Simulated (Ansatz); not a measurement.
Here is the system:

Rb₂InAgCl₆:
```
Rb2InAgCl6
1.0
    0.00000     5.05912     5.05912
    5.05912     0.00000     5.05912
    5.05912     5.05912     0.00000
Rb In Ag Cl
2 1 1 6
Cartesian
  7.58868   7.58868   7.58868
  2.52956   2.52956   2.52956
  0.00000   0.00000   0.00000
  5.05912   5.05912   5.05912
  2.49105   5.05912   5.05912
  7.62719   5.05912   5.05912
  5.05912   2.49105   5.05912
  5.05912   7.62719   5.05912
  5.05912   5.05912   2.49105
  5.05912   5.05912   7.62719
```

This is the LDA-relaxed structure.

Q: All from plane-wave PAW LDA (Ansatz code), unless another level is named. Give the hole effective mass, band 1 of 2 at the edge.

A: 1.1 along [110], 0.54 along [111] (mₑ).

Q: Predict the formation energy from the elements (no fitted shifts).

A: -1353 meV/atom.

Q: Next, the valence-band maximum?

A: at Γ.

Q: Predict the weight of the conduction-edge state by species (Voronoi cells).

A: Cl 39 %, In 35 %, Ag 26 %.

Q: And the weight of the valence-edge state by species (Voronoi cells)?

A: Cl 54 %, Ag 43 %, In 4 %.

Space group Fm-3m. The first step of the workflow began from a Materials Project structure, measured or hypothetical; the Crystallography Open Database copy checked does not list it. Whether it is the stable phase at ambient conditions was not checked. The cell was relaxed with LDA under the symmetry of its start. At this level the phase is dynamically unstable (imaginary phonons). No spin polarisation was allowed. The references are the lowest solids computed at this level, not always the standard phases (solids in place of the gases). Scalar-relativistic: spin–orbit coupling is off unless named, which matters more the heavier the elements.

Potentials: the later of the program's two PAW sets.

Edges and masses are those of Kohn–Sham bands, whose gap is no quasiparticle gap.
